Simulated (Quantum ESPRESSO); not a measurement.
## Al2ZnF7Cl (convergence and cost over cutoff and k mesh)

Simulated, not a measurement. The program is pw.x of Quantum ESPRESSO 7.5 (plane-wave density functional theory). The cell is made up: 11 atoms on a rutile lattice with one site empty, with randomly drawn elements, strain and displacements, not relaxed. PseudoDojo standard norm-conserving files (v0.5 for PBE, v0.4.1 for LDA and PBEsol) set the functional; there is no spin polarisation, spin-orbit coupling or dispersion term, and the masses in the input are unused placeholders.

Input of the run in row 4:

```
&control calculation='scf', pseudo_dir='./dojo.nc.sr.pbe.v0_5.standard.upf', outdir='./o', disk_io='low', tprnfor=.true., tstress=.true. /
&system ibrav=0, nat=11, ntyp=4, nbnd=47, ecutwfc=84.00895049, nosym=.true., tot_charge=0,
 occupations='smearing', smearing='fd', degauss=0.0018374661
/
&electrons conv_thr=7.350e-09, electron_maxstep=60, /
ATOMIC_SPECIES
Al 1.0 Al.upf
Cl 1.0 Cl.upf
F 1.0 F.upf
Zn 1.0 Zn.upf
CELL_PARAMETERS angstrom
4.8111 -0.0434 -0.0652
-0.0434 4.8386 0.0185
-0.0867 0.0246 6.4193
ATOMIC_POSITIONS angstrom
Al 2.4236 2.3707 1.5765
Zn -0.0206 0.04 3.1912
Al 2.3221 2.4155 4.7862
F 1.4723 1.5093 -0.0178
Cl 3.3141 3.3425 0.0056
F 3.8431 0.9147 1.5814
F 0.9121 3.871 1.6374
F 1.3888 1.4453 3.1811
F 3.307 3.34 3.1115
F 3.8174 0.8899 4.7465
F 0.8645 3.9415 4.8128
K_POINTS automatic
5 5 4 1 1 1
```

The same cell was run at these settings. Meshes are shifted by half a step, and differences are from the last row, which is itself not exact.

| cutoff (eV) | k mesh | k points solved | threshold (eV) | free energy less the last row's (eV) | pressure (GPa) | largest stress difference (GPa) | largest force difference (eV/Å) | iterations | wall time (s) | k-point pools | processor |
| --- | --- | --- | --- | --- | --- | --- | --- | --- | --- | --- | --- |
| 800 | 2 x 2 x 2 | 4 | 1e-04 | 2.940 | -34.90 | 26.71 | 0.060 | 7 | 17 | 4 | AMD EPYC, older |
| 1143 | 1 x 1 x 1 | 1 | 1e-07 | -0.040 | -7.72 | 1.85 | 0.137 | 10 | 31 | 4 | AMD EPYC, older |
| 695 | 5 x 5 x 4 | 50 | 1e-07 | 13.362 | -94.98 | 86.70 | 0.154 | 10 | 138 | 4 | AMD EPYC, older |
| 1143 | 5 x 5 x 4 | 50 | 1e-07 | 0.003 | -8.38 | 0.01 | 0.001 | 11 | 198 | 4 | AMD EPYC, older |
| 1437 | 7 x 7 x 6 | 147 | 1e-07 | 0.000 | -8.38 | 0.00 | 0.000 | 11 | 968 | 4 | AMD EPYC, older |

Each pool is one process. Wall times include start-up and a band step at six k points, which weighs most on the coarsest meshes. The runs were on shared virtual cores whose load varied, so times are rough.